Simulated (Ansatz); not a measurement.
Values for one crystal, relaxed and computed with the program Ansatz at the PBEsol level (PAW); other levels are named.

Volume per atom: 10.41 Å³
Electronic character: metallic (no gap)
Zone-centre stability: no imaginary mode at Γ
Density of states at the Fermi level: 0.73 states/eV per atom (mean over ±0.08 eV)
Pressure derivative B′: 4.5
Mechanical stability: stable (all eigenvalues of C positive)
Bulk modulus (Birch–Murnaghan fit): 278 GPa

Task: Pick the material that matches.
(A) VCo3, Cu3Au type
(B) GaIr, CsCl type
(C) FePt, L1₀ or tetragonal B2
(D) ZnCu, CsCl type

Result: A, VCo3, Cu3Au type

Space group Pm-3m (Cu3Au type). The first step of the workflow began from a Materials Project structure, measured or hypothetical; the Crystallography Open Database copy checked does not list it. With V and Co taken as one species the cell has the higher symmetry Fm-3m, so it may be an ordered model of a mixed-site phase. Whether it is the stable phase at ambient conditions was not checked. Symmetry was held in the PBEsol relaxation. No spin polarisation was allowed. On the denser mesh and wider smearing of the elastic run this cell carries a stress of 0.3 GPa.

Potentials: the later of the program's two PAW sets.
